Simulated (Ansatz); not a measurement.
GePt:
```cif
data_Ge4Pt4
_chemical_formula_sum 'Pt4 Ge4'
_space_group_name_H-M_alt 'Pnma'
_space_group_IT_number 62
_space_group_name_Hall '-P 2ac 2n'
_cell_length_a 5.73849
_cell_length_b 3.71572
_cell_length_c 6.06532
_cell_angle_alpha 90.000
_cell_angle_beta 90.000
_cell_angle_gamma 90.000
loop_
_space_group_symop_operation_xyz
  'x, y, z'
  '-x, -y, -z'
  '-x+1/2, -y, z+1/2'
  'x+1/2, y, -z+1/2'
  'x+1/2, -y+1/2, -z+1/2'
  '-x+1/2, y+1/2, z+1/2'
  '-x, y+1/2, -z'
  'x, -y+1/2, z'
loop_
_atom_site_label
_atom_site_type_symbol
_atom_site_symmetry_multiplicity
_atom_site_Wyckoff_symbol
_atom_site_fract_x
_atom_site_fract_y
_atom_site_fract_z
_atom_site_occupancy
Pt1 Pt 4 c 0.00092 0.25000 0.19083 1
Ge1 Ge 4 c 0.18456 0.25000 0.58907 1
```

Relaxed at zero pressure with PBEsol in the plane-wave PAW code Ansatz.

**Question.** The volume is raised by 6 % and shape and atoms relax at that volume. What pressure results, and how do the axes share the change?

**Answer.** -8.2 GPa; a 1.7 %, b 1.9 %, c 2.3 %; the energy rises by 27 meV/atom.

**Question.** Give the new structure.

**Answer.** 
Space group Pnma (No. 62); a = 5.835 Å, b = 3.785 Å, c = 6.207 Å, α = 90.00°, β = 90.00°, γ = 90.00°

```json
[
 {"atom": "Pt", "site": "4c", "symmetry": ".m.", "x": "0.4942", "y": "0.2500", "z": "0.3065"},
 {"atom": "Ge", "site": "4c", "symmetry": ".m.", "x": "0.1887", "y": "0.2500", "z": "0.5894"}
]
```

The phase is kept; no other phase was compared at this pressure.

Symmetry was held in the PBEsol relaxation. The run is not spin-polarised. Spin–orbit coupling is left out wherever it is not named.

Potentials: the later of the program's two PAW sets.
